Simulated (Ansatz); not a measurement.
MnV2O6:
```yaml
crystal:
  lattice:
    - [4.65536, 1.74529, 0.00000]
    - [-4.65536, 1.74529, 0.00000]
    - [-2.57557, 0.00000, 6.17592]
  atoms:
    - { symbol: Mn, position: [0.00000, 0.00000, 0.50000] }
    - { symbol: V, position: [0.19026, 0.80974, 0.15104] }
    - { symbol: V, position: [0.80974, 0.19026, 0.84896] }
    - { symbol: O, position: [0.34652, 0.65348, 0.38659] }
    - { symbol: O, position: [0.65348, 0.34652, 0.61341] }
    - { symbol: O, position: [0.03426, 0.96574, 0.21793] }
    - { symbol: O, position: [0.96574, 0.03426, 0.78207] }
    - { symbol: O, position: [0.30689, 0.69311, 0.93494] }
    - { symbol: O, position: [0.69311, 0.30689, 0.06506] }
```
The run is spin-polarised; directions of the spins, atom by atom: ↑ 0 0 0 0 0 0 0 0.

Relaxed with r²SCAN.

Task: Map the electron localisation function on the plane through (0.000, 0.000, 0.500) spanned by u = [0, 0, 1] and v = [1, -1, 1] in lattice vectors, from plane-wave PAW r²SCAN (Ansatz code).

Result: x is the fraction of u, y of v (the angle between them is 70°; rows are the nearest grid lines); atoms in the plane: Mn at (0.00, 0.00), V at (0.46, 0.19), V at (0.54, 0.81), O at (0.54, 0.35), O at (0.46, 0.65), O at (0.68, 0.03), O at (0.32, 0.97), O at (0.13, 0.31), O at (0.87, 0.69).
```
|9985216997789973003799877996125899|
|7875213897436886200147899886202467|
|5554212688877873100002577764100235|
|0111000146787424677630000000000000|
|0000000000111137877885101233320000|
|1000000000233213688887313788888631|
|4100000002567753357886215899889874|
|7520000014789888874210015997326887|
|8631000002689862379862002689888888|
|6410000000147899889875100136788876|
|4200000000014688998864100002466654|
|0000000000000001122210000000000000|
|0000000000000122211000000000000000|
|4566642000014688998864100000000024|
|6788876310015789889987410000000146|
|8888889862002689732689862000001368|
|7886237995100124788889874100000257|
|4789889985126887533577652000000014|
|1368888873137888863123320000000001|
|0000233321015887787311110000000000|
|0000000000000367764247876410001110|
|5320014677752000013787788862124555|
|7642026889987410026886347983125787|
|9985216997789973003799877996125899|
```
Scale: ten equal steps from 0.007 (start of '0') to 0.905 (end of '9'), in the order '0123456789'; x runs from 0.000 to 1.00, y from 0.000 (bottom) to 1.00 (top).

The density is the valence pseudo-density with augmentation charge, so density and ELF within about 1 Å of a nucleus are not all-electron values.

Space group C2/m. The workflow started from a Materials Project entry (that database holds measured and hypothetical structures alike); the Crystallography Open Database files this formula in space group No. 12, but the cells were not matched. Whether it is the stable phase at ambient conditions was not checked. The cell was relaxed with r²SCAN under the symmetry of its start; whether a distortion lowers the energy is not shown. Magnetic state: ferromagnetic, chosen from 4 collinear starts compared on coarse meshes (ties went to the first, and starts can fall back to one state), not a proven ground state. Other orbital occupations within this spin state were not tried. No Hubbard U is applied.

Potentials: the later of the program's two PAW sets.
